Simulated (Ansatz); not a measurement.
BaLiF₃:
Space group Pm-3m (No. 221); a = b = c = 3.982 Å, α = β = γ = 90.00°

```
atom  site  symmetry       x       y       z
----  ----  --------  ------  ------  ------
Ba      1a      m-3m  0.0000  0.0000  0.0000
Li      1b      m-3m  0.5000  0.5000  0.5000
F       3c    4/mm.m  0.0000  0.5000  0.5000
```

Relaxed with r²SCAN. The program Ansatz at the r²SCAN level (PAW) gives a gap of 7.40 eV.

Task: What gap does HSE06 give on the same cell (Ansatz, PAW)?

Result: 8.75 eV, 1.35 eV more. The hybrid was solved on a coarser mesh and at special points; the gap given is the minimum over both.

```csv
k,v1 r²SCAN,c1 r²SCAN,v1 HSE06,c1 HSE06
Γ,0.00,7.40,0.00,8.75
R,-0.16,8.95,[?],[?]
M,-0.19,9.74,[?],[?]
X,-0.47,8.82,[?],[?]
```

Task: Top valence (v1) and lowest conduction level (c1) in eV from each method's valence maximum (which need not be a listed point): supply the withheld HSE06 values.

Result: 
- X, v1 HSE06: -0.51
- X, c1 HSE06: 10.22
- R, v1 HSE06: -0.17
- R, c1 HSE06: 10.27
- M, v1 HSE06: -0.20
- M, c1 HSE06: 11.10

Cost on shared cores: the r²SCAN run (SCF on a 7×7×7 mesh, then bands and DOS) roughly 28 core-seconds, the HSE06 run (SCF on 4×4×4, then a few points) very roughly 80 core-seconds; the tasks are unlike.

The first step of the workflow began from a Materials Project structure, measured or hypothetical; the Crystallography Open Database copy checked does not list it. Its standing as an ambient phase is unchecked. Symmetry was held in the r²SCAN relaxation; whether a distortion lowers the energy is not shown. Scalar-relativistic: spin–orbit coupling is off unless named, which matters more the heavier the elements.

Potentials: the later of the program's two PAW sets.
